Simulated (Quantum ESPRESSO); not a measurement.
**Kohn-Sham bands of Ni3Ge (Cu3Au type)**

```yaml
crystal:
  lattice:
    - [3.53033, 0.00000, 0.00000]
    - [0.00000, 3.53033, 0.00000]
    - [0.00000, 0.00000, 3.53033]
  atoms:
    - { symbol: Ni, position: [0.50000, 0.00000, 0.50000] }
    - { symbol: Ni, position: [0.00000, 0.50000, 0.50000] }
    - { symbol: Ni, position: [0.50000, 0.50000, 0.00000] }
    - { symbol: Ge, position: [0.00000, 0.00000, 0.00000] }
```

Cell from Materials Project (mp-21008), symmetrised, no further relaxation. Not found in the COD (Crystallography Open Database) copy used; not checked further. Method: PBEsol plane waves in Quantum ESPRESSO 7.5 (PseudoDojo norm-conserving files, 79 Ry, no spin polarisation, no spin-orbit coupling), Bloch states on a 6×6×6 mesh through Γ, Wannier90 4.0.1. Density: 10×10×10 mesh, cold smearing 0.01 Ry. A non-magnetic state is assumed; magnetic ones were not tried. Spin-orbit coupling, left out, would split the p-like bands by a few tenths of an eV.

Question: List the Kohn-Sham levels between −8 and 3.0 eV relative to the Fermi level at the high-symmetry points, as a band run of pw.x on that density gives them (levels within 2 meV counted together).

Answer: 
```json
[
 {"point": "Γ", "k (reciprocal lattice)": "0.000 0.000 0.000", "levels (eV)": "-4.87, -3.80 (×2), -3.40 (×3), -1.44 (×3), -0.97 (×3), -0.55 (×2), -0.25, 0.04 (×3)"},
 {"point": "X", "k (reciprocal lattice)": "0.000 0.500 0.000", "levels (eV)": "-7.82, -3.81, -3.74 (×2), -3.03, -2.67, -2.12 (×2), -1.90, -1.85, -1.29 (×2), -1.22, -1.10, -0.50, 0.05"},
 {"point": "M", "k (reciprocal lattice)": "0.500 0.500 0.000", "levels (eV)": "-6.20 (×2), -3.95, -3.57, -2.80, -2.67 (×2), -2.01 (×2), -1.48, -1.37 (×2), -1.19, -1.08, -0.93, -0.92, 0.66 (×2)"},
 {"point": "R", "k (reciprocal lattice)": "0.500 0.500 0.500", "levels (eV)": "-4.11 (×3), -3.83 (×3), -2.16 (×3), -1.31 (×3), -1.14 (×2), -0.55, -0.18 (×3), 0.72"}
]
```
